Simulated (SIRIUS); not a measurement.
Worked example: self-consistent single point of CsSnI₃ (P4/mmm, 5 atoms in the cell; from Materials Project mp-614013, changed as shown) in SIRIUS.

Method: PBE, PseudoDojo 0.5 standard norm-conserving PBE (tails mended) pseudopotentials (plane waves; SIRIUS).

The change in words: lattice vector c scaled by 0.99. Reference geometry (Pm-3m):
```xyz
5
Lattice="6.2862 0.0000 0.0000 0.0000 6.2862 0.0000 0.0000 0.0000 6.2862" Properties=species:S:1:pos:R:3 pbc="T T T"
Cs     3.1431     3.1431     3.1431
Sn     0.0000     0.0000     0.0000
I      3.1431     0.0000     0.0000
I      0.0000     3.1431     0.0000
I      0.0000     0.0000     3.1431
```

Reference input (self-consistent single point, DFT, PBE, plane waves, PseudoDojo 0.5 standard norm-conserving PBE (tails mended) pseudopotentials): parameters.ngridk = 4 4 4; parameters.xc_functionals = [XC_GGA_X_PBE, XC_GGA_C_PBE]; parameters.gk_cutoff = 8.485 1/bohr; parameters.pw_cutoff = 16.971 1/bohr; parameters.smearing = fermi_dirac; parameters.smearing_width = 0.00183747 Ha; potentials = PseudoDojo 0.5 standard norm-conserving PBE (tails mended) pseudopotentials; parameters.electronic_structure_method = pseudopotential; parameters.num_bands = 26; parameters.num_mag_dims = 0; parameters.num_dft_iter = 100; parameters.energy_tol = 1e-07 Ha. This run's input differs from it in these lines:

```diff
@@ -34,3 +34,3 @@
       [0.0, 1.0000000047, 0.0],
-      [0.0, 0.0, 1.0000000047]
+      [0.0, 0.0, 0.9900000524]
     ],
@@ -46,3 +46,3 @@
       "Cs": [
-        [5.9396265282, 5.9396265282, 5.9396265282]
+        [5.9396265282, 5.9396265282, 5.8802305464]
       ],
@@ -54,3 +54,3 @@
         [0.0, 5.9396265282, 0.0],
-        [0.0, 0.0, 5.9396265282]
+        [0.0, 0.0, 5.8802305464]
       ]
```

Output, abridged:

```
[find] density tolerance         : 1e-06
[find] total energy tolerance    : 1e-07
[find] iter_solver_tol (initial) : 0.01
[find] iter_solver_tol (target)  : 1e-13
[find] num_dft_iter              : 100
Charges and magnetic moments
--------------------------------------------------------------------------------
total charge          : 44.000000
[find] | SCF iteration   0 out of 100|
[diagonalize] iterative solver tolerance (occupied, empty): 0.01 0.01
[diagonalize] average number of iterations: 2
[find] Charges and magnetic moments
[find] total charge          : 44.000000
[find] Energy
[find] smearing (-TS)                 :      -0.00000085
   [... lines left out ...]

[find] Charges and magnetic moments
[find] total charge          : 44.000000
[find] Energy
[find] smearing (-TS)                 :      -0.00001509
[find] Total energy                   :    -141.20174172 (Ha),    -282.40348344 (Ry)
[find] Free energy (E-TS)             :    -141.20175681 (Ha),    -282.40351361 (Ry)
[find] band gap (eV)                  :       0.41065053
[find] Efermi                         :       0.15125416
[find] iteration : 27, RMS (target) : 8.4800e-07 (1.0000e-06) , energy difference (target) : -5.4405e-10 (1.0000e-07)
[find] bands are converged : false
[find] iterative solver converged : false
[find] converged after 28 SCF iterations!
[find] Charges and magnetic moments
[find] total charge          : 44.000000
[find] Energy
[find] smearing (-TS)                 :      -0.00001509
[find] Total energy                   :    -141.20174172 (Ha),    -282.40348344 (Ry)
[find] Free energy (E-TS)             :    -141.20175681 (Ha),    -282.40351361 (Ry)
[find] band gap (eV)                  :       0.41065053
[find] Efermi                         :       0.15125416
[ground_state] === stress tensor components [kbar] ===
[ground_state] === stress_total ===
[ground_state]    -1.596274   -0.000000   -0.000000
[ground_state]    -0.000000   -1.596274    0.000000
[ground_state]    -0.000000    0.000000   -5.022672
[ground_state] ==== total Forces in Ha/bohr =====
[ground_state] atom:    0, force:       0.0000000      0.0000000      0.0000000
   [... zero for the other atoms too ...]
```

The run converged in 28 iterations. SIRIUS prints the stress tensor with tension positive. Against the reference run the free energy is nearly the same (within 1 meV/atom), the pressure goes from 0.11 to 0.27 GPa and the gap on the mesh goes from 0.475 to 0.411 eV.

Spin-orbit coupling is left out, which matters for bands and gaps with elements this heavy. The structure comes from a collection of computed structures, made at another level of theory; the collection holds predicted forms beside known ones.

Cost on one core: roughly 4 core-minutes.

The gap that the log prints is read on the run's mesh, which can miss the band edges or a crossing.

“Tails mended”: in these copies of the files the far tail of each local potential was reset to the Coulomb form.
